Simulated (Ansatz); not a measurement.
ScPtN$_{2}$:
```yaml
crystal:
  lattice:
    - [1.59501, 0.92088, 5.98617]
    - [-1.59501, 0.92088, 5.98617]
    - [0.00000, -1.84176, 5.98617]
  atoms:
    - { symbol: Sc, position: [0.50000, 0.50000, 0.50000] }
    - { symbol: Pt, position: [0.00000, 0.00000, 0.00000] }
    - { symbol: N, position: [0.89577, 0.89577, 0.89577] }
    - { symbol: N, position: [0.10423, 0.10423, 0.10423] }
```

Relaxed with PBEsol. Special points in fractions of this cell's reciprocal vectors: Γ (0.000, 0.000, 0.000); T (0.500, 0.500, 0.500); H2 (0.818, 0.182, 0.500); H0 (0.500, -0.182, 0.182); L (0.500, 0.000, 0.000); S0 (0.341, -0.341, 0.000); S2 (0.659, 0.000, 0.341); F (0.500, 0.000, 0.500).

List the band energies nearest the Fermi level at these points for PBEsol (plane waves, PAW; program Ansatz).

In eV from the Fermi level; about four levels below and three above (degenerate sets whole), none deeper than 8.9 eV; points with the same levels are listed once.

| k | below | above |
|---|---|---|
| Γ | -0.79 -0.79 -0.55 -0.55 | 3.44 3.79 3.79 |
| T | -2.87 -2.87 -2.76 -2.76 | 1.38 1.38 3.70 3.70 |
| H2 | -2.49 -2.21 -2.01 -0.51 | 0.16 0.69 3.96 |
| L | -4.22 -2.68 -2.49 -1.18 | 0.10 0.73 1.04 |
| S0 | -2.47 -2.27 -1.94 -0.56 | 0.22 0.68 3.94 |
| F | -1.41 -1.24 -1.18 -0.30 | 0.76 3.27 3.34 |

Space group R-3m. The start of the workflow was typed in or built on a structure type; neither database checked (COD, Materials Project) lists it. Its standing as an ambient phase is unchecked. The cell was relaxed with PBEsol under the symmetry of its start; whether a distortion lowers the energy is not shown. The run is not spin-polarised. With an odd number of electrons in the cell and no spin polarisation, the count alone makes it a metal. Spin–orbit coupling is left out wherever it is not named.

Potentials: the later of the program's two PAW sets.
